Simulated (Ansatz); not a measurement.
Starting cell, NaF (rock salt):

```xyz
4
Lattice="0.0000 4.7016 4.7016 2.3508 0.0000 2.3508 2.3508 2.3508 0.0000" Properties=species:S:1:pos:R:3 pbc="T T T"
F      0.0000     0.0000     0.0000
F      2.3508     4.7016     2.3508
Na     2.3508     2.3508     2.3508
Na     2.3508     4.7016     4.7016
```

The atoms are displaced by Q × the pattern below (from a DFPT mode at L = (0.5, 0.0, 0.0), largest move 1; Q in Å), at fixed cell. (q is in reciprocal vectors of the primitive cell; the cell shown is doubled to hold the pattern.)

```csv
atom,x,y,z
Na3,-0.577,0.577,0.577
Na4,0.577,-0.577,-0.577
```

Atoms not listed stay in place.

These are PBE (plane waves to 420 eV, PAW, scalar-relativistic; Ansatz, a quantum-chemistry and plane-wave program) values and carry that method's errors. k mesh 6×12×12 (Γ-centred), Fermi-Dirac smearing 0.05 eV. The energy includes the smearing's −TS. NaF was relaxed with its symmetry unable to fall. The relaxed volume of NaF is well above the measured one; the method has no dispersion term. ΔE is measured from the undisplaced structure.

```csv
Q (Å),ΔE (meV/cell)
-0.2800,543
-0.2333,377
-0.1867,242
-0.1400,136
-0.0933,withheld
-0.0467,15
0.0000,0
0.0467,15
0.0933,withheld
0.1400,136
0.1867,242
0.2333,377
0.2800,543
```

Q: Fit an even polynomial form (powers 2, 4) to the given rows and predict ΔE at Q = -0.0933.

A: Least squares on the 11 given rows: ΔE = (6944)·Q² + (-246.1)·Q⁴, in meV/cell with Q in Å; root-mean-square residual 0.2 meV/cell. At -0.0933 the fit gives 60 meV/cell; the calculation gives 61 meV/cell, so the interpolation is off by -1 (-1.6 %). The quadratic term alone would give 60 meV/cell.

(For displaced atoms, the force is minus the slope of the energy, and its curvature is a force constant, which sets phonon frequencies.)
